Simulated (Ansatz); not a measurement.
YAl3 in space group P6_3/mmc (No. 194; Y on 2d, Al on 6h) at seven volumes, DFT-r²SCAN in the program Ansatz with PAW potentials, shape and atoms relaxed at each. One row is withheld.

| V (Å³/atom) | P (GPa) |
|---|---|
| 17.852 | 8.33 |
| 18.440 | 5.12 |
| 19.029 | ? |
| 19.618 | 0.00 |
| 20.206 | -2.07 |
| 20.795 | -3.86 |
| 21.383 | -5.38 |

**Question.** Fit the shown pressures and predict the withheld one.

**Answer.** P = (3/2)B₀(x^(7/2) − x^(5/2))[1 + (3/4)(B′ − 4)(x − 1)] with x = (V₀/V)^(2/3). Least squares on the six rows gives V₀ = 19.615 Å³/atom, B₀ = 73.7 GPa, B′ = 3.87. At V = 19.029, x = 1.0204 and P = 2.37 GPa. The run itself gave 2.38 GPa.

The first step of the workflow began from a Materials Project structure, measured or hypothetical; the Crystallography Open Database copy checked does not list it. Its standing as an ambient phase is unchecked. The r²SCAN relaxation kept the symmetry of its start; of distortions, only those at the zone centre were tested. The run is not spin-polarised.

Potentials: the later of the program's two PAW sets.
